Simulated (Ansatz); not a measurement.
NaF:
```
CELL_PARAMETERS angstrom
      0.00000     2.29726     2.29726
      2.29726     0.00000     2.29726
      2.29726     2.29726     0.00000
ATOMIC_POSITIONS crystal
  Na 0.00000 0.00000 0.00000
  F  0.50000 0.50000 0.50000
```

Cartesian axes are those of the cell as given.

### Question
Give the high-frequency dielectric tensor and the Born effective charge tensors of the independent atoms from DFPT, r²SCAN in the plane-wave PAW code Ansatz.

### Answer

ε∞:
```
1.82  0.00  0.00
0.00  1.82  0.00
0.00  0.00  1.82
```
Z* of atom 1 (Na), rows: field, columns: displacement, in e:
```
1.00  0.00  0.00
0.00  1.00  0.00
0.00  0.00  1.00
```
Z* of atom 2 (F), rows: field, columns: displacement, in e:
```
-1.00   0.00   0.00
 0.00  -1.00   0.00
 0.00   0.00  -1.00
```

Static charges for comparison (Bader): Na1 +0.89, F2 -0.89 e. Born charges measure polarisation by displacement and can exceed these by far.

Space group Fm-3m (rock salt). Symmetry was held in the r²SCAN relaxation.

Potentials: the later of the program's two PAW sets.
